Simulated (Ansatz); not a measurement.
Here is the system:

SnSb:
```
CELL_PARAMETERS angstrom
      0.00000     3.04265     3.04265
      3.04265     0.00000     3.04265
      3.04265     3.04265     0.00000
ATOMIC_POSITIONS crystal
  Sn 0.00000 0.00000 0.00000
  Sb 0.50000 0.50000 0.50000
```

This is the PBEsol-relaxed structure.

**Question.** All from DFT-PBEsol in the program Ansatz with PAW potentials, unless another level is named. Give the Debye temperature from the elastic constants.

**Answer.** 213 K.

**Question.** And the elastic constants (relaxed ions, GPa)?

**Answer.** C11 = 139, C12 = 19.4, C44 = 14.6.

Space group Fm-3m (rock salt). The workflow started from an entry of the Crystallography Open Database (COD), which files this formula under 2 space groups. Its standing as an ambient phase is unchecked. The PBEsol relaxation kept the symmetry of its start; of distortions, only those at the zone centre were tested. As this level gives no gap, shear constants depend on the k-mesh and smearing (Fermi–Dirac, 0.1 eV here). Spin–orbit coupling is left out wherever it is not named.

Potentials: the later of the program's two PAW sets.
